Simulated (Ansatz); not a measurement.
Ir (fcc (Cu type), Fm-3m) at seven volumes, the program Ansatz at the LDA level (PAW), scaled uniformly. One row is withheld.

```csv
V (Å³/atom),P (GPa)
12.592,48.36
13.007,29.29
13.422,13.33
13.837,0.00
14.252,-11.13
14.667,?
15.082,-28.11
```

Question: Fit the shown pressures and predict the withheld one.

Answer: Third-order Birch–Murnaghan: P = (3/2)B₀(x^(7/2) − x^(5/2))[1 + (3/4)(B′ − 4)(x − 1)] with x = (V₀/V)^(2/3). Least squares on the six rows gives V₀ = 13.837 Å³/atom, B₀ = 404.9 GPa, B′ = 5.01. At V = 14.667, x = 0.9619 and P = -20.39 GPa. The run itself gave -20.41 GPa.

Symmetry was held in the LDA relaxation. The run is not spin-polarised. Spin–orbit coupling is left out wherever it is not named.

Potentials: the earlier of the program's two PAW sets. The files were generated under PBE; for other functionals the program regenerates the frozen cores, and for LDA and PBEsol the local potential too.
